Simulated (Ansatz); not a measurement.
## Notes on KCl

```
K Cl
1.0
     0.00000    3.10788    3.10788
     3.10788    0.00000    3.10788
     3.10788    3.10788    0.00000
K Cl
1 1
Direct
  0.00000 0.00000 0.00000
  0.50000 0.50000 0.50000
```

The numbers come from plane-wave PAW DFT (Ansatz): r2SCAN, no spin polarisation, 500 eV, 7×7×7 Γ-centred k points, cold occupations (width 0.2224 eV). Nothing was relaxed.

**Contacts.** K–Cl at 3.11 Å: least valence density 0.09 e/Å³ and ELF 0.04 there, a closed-shell (ionic or weak) contact. Both are smooth PAW fields, read partly inside the augmentation spheres.
**Formation energy.** -2.24 eV an atom against the elements' usual phases (free molecules for gases, crystals otherwise, with no correction for O₂ or N₂), so it is bound against them; other compounds may still compete. Relaxing would lower it.
**Stress.** The pressure is 0.8 GPa (compression positive), so with the atoms held at these fractions the cell would first expand.
**Forces.** The forces vanish by the symmetry of the sites.
**Band edges.** Within 0.7 eV of the edges, the states project mainly on Cl p (98 %) below the gap and on K s (77 %) and Cl s (16 %) above it.
**Charges.** Bader charges in e: K +0.85, Cl -0.85. In the mean K gives up most and Cl takes most.
**Electronic structure.** The gap is 5.96 eV, direct at the points sampled. A semilocal functional usually gives too small a gap.

Origin: a database entry at a rescaled volume. Caveats: wide smearing.
